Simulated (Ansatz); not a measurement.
Values for one crystal, relaxed and computed with PBEsol (plane waves, PAW; program Ansatz); other levels are named.

- Volume per atom: 18.07 Å³
- Electronic character: metallic (no gap)
- Zone-centre stability: no imaginary mode at Γ
- Density of states at the Fermi level: 0.45 states/eV per atom (mean over ±0.08 eV)
- Formation energy from the elements (no fitted shifts): -0.16 eV/atom
- Highest zone-centre frequency: 162 cm⁻¹

Q: Which of these materials gives this?
(A) ZnCu, CsCl type
(B) Al2Cu, I4/mcm (Al on 8h, Cu on 4a)
(C) Hf2Cu, MoSi2 or CaC2 type
(D) CuPt, R-3m (Cu on 3a, Pt on 3b)

A: C, Hf2Cu, MoSi2 or CaC2 type

Space group I4/mmm (MoSi2 or CaC2 type). The first step of the workflow began from a Materials Project structure, measured or hypothetical; the Crystallography Open Database files this formula in space group No. 139, but the cells were not matched. Whether it is the stable phase at ambient conditions was not checked. The PBEsol relaxation kept the symmetry of its start. The run is not spin-polarised. As this level gives no gap, phonon frequencies hold no LO–TO term and depend on the k-mesh and smearing (Fermi–Dirac, 0.1 eV here). The references are the lowest solids computed at this level, not always the standard phases. Scalar-relativistic: spin–orbit coupling is off unless named, which matters more the heavier the elements.

Potentials: the later of the program's two PAW sets.
